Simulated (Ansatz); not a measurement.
The current through a thin insulator falls as exp(−2kd), with k the slowest decay constant of states in the gap.

sapphire serves as the reference. The Fermi level is put at mid-gap. Of the planes computed for each crystal, the one with the slowest decay is listed. Wanted: the thickness for 8 decades of attenuation, and how many decades a 1.0 nm film gains over the reference.

Methods, by column (Ansatz, a plane-wave PAW program, with an older set of its potentials): plane, in the cell as filed, gap, decay constant k, slowest state: r²SCAN, complex band structure, on cells taken as filed or relaxed beforehand.

Whether these are the forms stable at ambient conditions was not checked: CaZnSi2O6 (C2/c, mS40); NaGaSi2O6 (C2/c, mS40); NaGaGe2O6 (C2/c, mS40). Cells under pressure at the level used (negative: too large): sapphire −7 GPa, CaZnSi2O6 (C2/c, mS40) −6 GPa, NaGaSi2O6 (C2/c, mS40) −7 GPa, NaGaGe2O6 (C2/c, mS40) −7 GPa. Spin–orbit coupling is left out unless named; no shift is given for NaGaSi2O6 (C2/c, mS40), NaGaGe2O6 (C2/c, mS40).

| crystal | plane, in the cell as filed | gap on the mesh (eV) | k at mid-gap (1/Å) | planes computed | slowest state |
|---|---|---|---|---|---|
| sapphire (α-Al2O3), reference | (100) | 6.76 | 0.394 | 1 | at Γ |
| CaZnSi2O6 (C2/c, mS40) | (110) | 4.74 | 0.402 | 1 | at Γ |
| NaGaSi2O6 (C2/c, mS40) | (110) | 4.92 | 0.396 | 1 | at Γ |
| NaGaGe2O6 (C2/c, mS40) | (110) | 3.28 | 0.287 | 1 | at Γ |

The figures follow from the printed values by these rules: decades per nm = 2k × 10 Å/ln 10 = 8.686 k; thickness = 8/(decades per nm); extra decades of a 1.0 nm film = 1.0 × (row − reference).

Compute decades per nm, thickness and decades beyond the reference for NaGaSi2O6 (C2/c, mS40), showing the steps.


1. decades per nm: 8.686 × 0.396 = 3.440
2. thickness: 8/3.440 = 2.33 nm
3. decades beyond the reference: 1.0 × (3.440 − 3.422) = 0.0

Which order results for decades per nm (highest first)?

The same steps for every row:

```
crystal                        decades per nm  thickness (nm)  decades beyond the reference
-----------------------------  --------------  --------------  ----------------------------
sapphire (α-Al2O3), reference           3.422            2.34                           0.0
CaZnSi2O6 (C2/c, mS40)                  3.492            2.29                           0.1
NaGaSi2O6 (C2/c, mS40)                  3.440            2.33                           0.0
NaGaGe2O6 (C2/c, mS40)                  2.493            3.21                          −0.9
```

By decades per nm (highest first): CaZnSi2O6 (C2/c, mS40) (3.492 ± 0.21) ≈ NaGaSi2O6 (C2/c, mS40) (3.440 ± 0.21) ≈ sapphire (3.422 ± 0.21), NaGaGe2O6 (C2/c, mS40) (2.493 ± 0.15). The ± follows from allowances picked for this note (decay constant k 6 %), carried to first order and added in quadrature; ≈ joins neighbours closer than their two ± added in quadrature. 0 of the 3 others clearly beat the reference on this figure.

The gaps are the functional's own, as a rule smaller than measured ones, and k shrinks with them; planes not computed could decay more slowly; interface matching and symmetry filtering by the electrodes are not included. Where several phases of a formula are at hand, those over 0.1 eV/atom above the lowest were not drawn (by r²SCAN where it compared them, else by the largest value; a layered or molecular lowest phase counts only with a dispersion term); other phases could lie lower still. Crystals of Pb, Bi, Tl or Hg, those whose gap spin–orbit coupling moves by over 0.3 eV, and those of Te, I or Sb with no such test at hand were not drawn. The rows are a sample and no shortlist: familiar crystals first, some related and some not, whatever their agreement with measurement; tables with many equal figures were not kept. Limits of the draw: gap over 1 eV, no layered crystals, primitive or conventional cells alone; no unfamiliar magnets, and cubic perovskites only if shown or known to be stable. As a rule kept out of such tables: 4f compounds, open-shell compounds run without a Hubbard term, cells found unstable in the tests at hand, cells close to a higher symmetry, and runs set to a pressure or over 12 % in volume from the crystal's fullest run.
